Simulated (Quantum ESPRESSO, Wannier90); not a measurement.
# Wannier functions of SnAs (rock salt)

Structure: Materials Project mp-2182, symmetrised, not relaxed again. COD (Crystallography Open Database) has an entry of this formula and space group (matched by these alone). Computed values, not measurements, from LDA: Quantum ESPRESSO (norm-conserving PseudoDojo potentials, cutoff 64 Ry, no spin polarisation, no spin-orbit coupling) on a Γ-centred 10×10×10 mesh, then Wannier90. Density: 10×10×10 mesh, cold smearing 0.01 Ry. Spin-orbit coupling is left out although heavy elements are present.

On the energy scale of pw.x, whose zero is arbitrary, the Fermi level lies at 10.89 eV.

Isolated groups of bands, relative to the Fermi level (bands from 12 on overlap up to the last one computed):

```csv
bands,from (eV),to (eV),filling,weight on atomic waves
1–5,-35.80,-35.78,filled,As 3d 100 %
6–10,-21.58,-21.49,filled,Sn 4d 100 %
11,-13.16,-10.43,filled,"As 4s 66 %, Sn 5p 20 %, Sn 5s 11 %"
```

Input w.win:

```
num_bands = 15
num_wann = 8
exclude_bands = 1-10
num_iter = 1000
conv_tol = 1.0e-6
conv_window = 4
dis_num_iter = 1000
dis_conv_tol = 1.0e-6
dis_froz_max = 1.50
write_hr = true
write_u_matrices = true
begin projections
f=0.50234,0.49645,0.48870: s;p
f=0.00306,0.00871,0.00270: s;p
end projections
begin unit_cell_cart
ang
    0.0000000000    2.8768700000    2.8768700000
    2.8768700000    0.0000000000    2.8768700000
    2.8768700000    2.8768700000    0.0000000000
end unit_cell_cart
begin atoms_frac
Sn   0.5000000000  0.5000000000  0.5000000000
As   0.0000000000  0.0000000000  0.0000000000
end atoms_frac
mp_grid = 10 10 10
begin kpoints
0.0000000000 0.0000000000 0.0000000000
0.0000000000 0.0000000000 0.1000000000
0.0000000000 0.0000000000 0.2000000000
... (997 more lines: the 10x10x10 mesh through Gamma)
end kpoints
```

The run ends without an error message, but its bands miss those of pw.x by 252 meV rms and 1.13 eV at worst (states up to 1.0 eV relative to the Fermi level).

Problem. What is the mistake?

Solution. Window typed relative to the reference level, not as an absolute energy. With that mended (8 functions from bands 11-25 of the 25 computed, start hydrogen-like Sn: s;p; As: s;p, centres 0.05 Å off the atoms, frozen window up to 1.50 eV relative to the Fermi level, outer window open) the misfit is 2.9 meV rms.
